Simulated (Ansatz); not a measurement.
Relaxed ScAl3 (Cu3Au type):

```
ScAl3
1.0
    4.10545     0.00000     0.00000
    0.00000     4.10545     0.00000
    0.00000     0.00000     4.10545
Al Sc
3 1
Cartesian
  0.00000   2.05272   2.05272
  2.05272   2.05272   0.00000
  2.05272   0.00000   2.05272
  0.00000   0.00000   0.00000
```

All values below come from PBE (plane waves to 420 eV, PAW, scalar-relativistic; Ansatz, a first-principles code). k mesh 9×9×9 (Γ-centred), Fermi-Dirac smearing 0.05 eV. With partly filled bands, energies and forces of such displacements shift with the k mesh and the smearing. ScAl3 is run without spin polarisation. ScAl3 was relaxed with its symmetry unable to fall. The PAW data are Ansatz's earlier set.

One atom of the cell was then moved (with its periodic images), all else fixed, and the forces (eV/Å) came out as:

| atom | Fx | Fy | Fz |
|---|---|---|---|
| Al1 | -0.192 | -0.012 | -0.190 |
| Al2 | 0.637 | 0.637 | 0.467 |
| Al3 | -0.012 | -0.192 | -0.190 |
| Sc4 | -0.433 | -0.433 | -0.087 |

Question: Which atom was moved, and by which vector (Å)?

Answer: Al2, by (-0.10, -0.10, -0.10), 0.17 Å in all.

(For displaced atoms, the force is minus the slope of the energy, and its curvature is a force constant, which sets phonon frequencies.)
